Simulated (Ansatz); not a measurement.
TiTe2 (CdI2 type)

```
TiTe2
1.0
    3.69732     0.00000     0.00000
   -1.84866     3.20197     0.00000
    0.00000     0.00000     6.38398
Ti Te
1 2
Direct
  0.00000   0.00000   0.00000
  0.33333   0.66667   0.27110
  0.66667   0.33333   0.72890
```

E(V) scan at fixed shape, V₀ the volume above. The atoms relax within the cell's symmetry.

Computed with PBE-D3(BJ) (plane waves to 420 eV, PAW, scalar-relativistic; Ansatz, an electronic-structure program). k mesh 15×15×8 (Γ-centred), Fermi-Dirac smearing 0.05 eV. E stands for the smeared free energy. With the shape held, the modulus is that of even scaling; a crystal free to change shape is softer. Spin-orbit coupling is left out, though Te is heavy. TiTe2 is run without spin polarisation. TiTe2 was relaxed with its symmetry unable to fall. ΔE is measured from the relaxed starting cell. The last digit holds for this mesh only.

```json
[
 {"V (Å³/atom)": "21.162", "ΔE (meV/atom)": "126.4"},
 {"V (Å³/atom)": "21.968", "ΔE (meV/atom)": "74.3"},
 {"V (Å³/atom)": "22.774", "ΔE (meV/atom)": "38.4"},
 {"V (Å³/atom)": "23.580", "ΔE (meV/atom)": "15.7"},
 {"V (Å³/atom)": "24.387", "ΔE (meV/atom)": "3.6"},
 {"V (Å³/atom)": "25.193", "ΔE (meV/atom)": "0.0"},
 {"V (Å³/atom)": "25.999", "ΔE (meV/atom)": "3.1"},
 {"V (Å³/atom)": "26.805", "ΔE (meV/atom)": "11.7"},
 {"V (Å³/atom)": "27.611", "ΔE (meV/atom)": "24.5"},
 {"V (Å³/atom)": "28.417", "ΔE (meV/atom)": "40.8"},
 {"V (Å³/atom)": "29.224", "ΔE (meV/atom)": "59.7"}
]
```

Question: What is the fitted pressure derivative B₀′?

Answer: 6.0.

Question: What bulk modulus at fixed cell shape B₀ follows from a third-order Birch-Murnaghan fit?

Answer: 41.9 GPa. Check by three points about V = 25.193 Å³/atom, step 1.612: d²E/dV² ≈ (16 − 2·0 + 12) meV / 1.612² = 0.0108 eV/Å⁶, and V·d²E/dV² × 160.2 = 43.5 GPa.

(A scan under strain: stresses follow from slopes of the energy per volume, elastic moduli from its curvatures.)
